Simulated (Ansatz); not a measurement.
Method: DFT PBE, scalar-relativistic, plane waves, PAW (Ansatz). Settings: cutoff 420 eV, Γ-centred meshes spaced at most about 0.3 Å⁻¹, and about 0.25 Å⁻¹ or finer for metals (2π included), Gaussian smearing. No spin polarisation in the final relaxations.

All energies are static (0 K, no zero-point motion).

Two forms of IrRu2 were relaxed alike.

A.

```yaml
crystal:
  lattice:
    - [4.59828, 0.00000, 0.00000]
    - [-2.29914, 3.98223, 0.00000]
    - [0.00000, 0.00000, 2.51730]
  atoms:
    - { symbol: Ru, position: [0.33333, 0.66667, 0.50000] }
    - { symbol: Ru, position: [0.66667, 0.33333, 0.50000] }
    - { symbol: Ir, position: [0.00000, 0.00000, 0.50000] }
```

B.

```yaml
crystal:
  lattice:
    - [0.00000, 2.93549, 2.93549]
    - [2.93549, 0.00000, 2.93549]
    - [2.93549, 2.93549, 0.00000]
  atoms:
    - { symbol: Ru, position: [0.25000, 0.25000, 0.25000] }
    - { symbol: Ru, position: [0.75000, 0.75000, 0.75000] }
    - { symbol: Ir, position: [0.00000, 0.00000, 0.00000] }
```

Task: Which is lower in energy, and by how much?

Result: B is lower, by 18 meV/atom. A has space group P6/mmm (No. 191), 15.4 Å³/atom and no gap on its mesh; B has the fluorite type, space group Fm-3m (No. 225), 16.9 Å³/atom and no gap. Counting all near atoms (those within 1.25 times the shortest distance at each site; a plus sign parts nearer from farther groups), A has Ru 8, Ir 8 and B has Ru 4+6, Ir 8. The lower one is the more open, so pressure narrows the difference. Even the lower one lies +0.75 eV/atom against the reference forms of the elements (uncorrected), so neither is stable at this level. In A, around Ru lie 5 Ru at 2.52–2.65 Å and 3 Ir at 2.65 Å; around Ir lie 2 Ir at 2.52 Å and 6 Ru at 2.65 Å. In B, around Ru lie 4 Ir at 2.54 Å and 6 Ru at 2.94 Å; Ir is surrounded by 8 Ru at 2.54 Å. Both come from invented guesses. A third cell relaxed alike, in P-3m1, lies 0.72 eV/atom below the lower of the two.

Spin–orbit coupling, which can matter for Ir, is left out. Cells relaxed within their symmetry can be saddle points.
